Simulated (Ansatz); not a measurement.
**InAg$_{3}$ under pressure: fit and missing row**

InAg$_{3}$, Pm-3m, a = 4.186 Å. The structure is a COD entry; whether it is the stable form wasn't checked. Ansatz: r2SCAN, PAW, 500 eV, Γ-centred 10×10×10 mesh on 4 atoms, Gaussian smearing 0.10 eV; no spin polarisation. Cell and atoms are relaxed at each pressure, and no other structure is tried, so the rows at high pressure may lie past a change of phase.

| V (Å³/atom) | P (GPa) |
| --- | --- |
| ? | 89.99 |
| 14.156 | 49.99 |
| 15.517 | 24.93 |
| 16.625 | 11.98 |
| 17.631 | 4.00 |
| 18.142 | 1.00 |
| 18.338 | 0.00 |
| 18.550 | -1.00 |

Take V0 = 18.338 Å³/atom, fit the third-order Birch–Murnaghan form to the other rows, and predict the missing volume.

With the Eulerian strain f = ½[(V0/V)^(2/3) − 1] and y = P/[3f(1 + 2f)^(5/2)], the form is the line y = B0 + 1.5 B0 (B0′ − 4) f. Rows (f, y): 0.09417, 114.9; 0.05890, 106.8; 0.03378, 100.4; 0.01328, 94.0; 0.00359, 91.2; -0.00382, 88.9. Means f = 0.03332, y = 99.367; Σ(Δf)² = 0.007022, ΣΔfΔy = 1.875; the slope is their ratio. y = 90.47 + 267.0 f GPa, so B0 = 90.5 GPa and B0′ = 4 + 2 × (267.0)/(3 × 90.47) = 5.97. P = 89.99 GPa is met at f = 0.13246 (y = 125.84), so V = V0 (1 + 2f)^(−3/2) = 12.890 Å³/atom. The run gave 12.846 Å³/atom, so the fit is 0.044 Å³/atom too high, 0.77 % of the span of the series, against an rms of 0.008 Å³/atom on the fitted rows. The row lies outside the fitted range. A fourth-order term fitted to the same rows gives P = 88.80 GPa at this row's volume (the line 91.77, the run 89.99), which recovers part of the miss. With a term in f² added B0′ becomes 6.38, so this figure hangs on the form.

The mesh isn't the same in all rows (10×10×10, 12×12×12).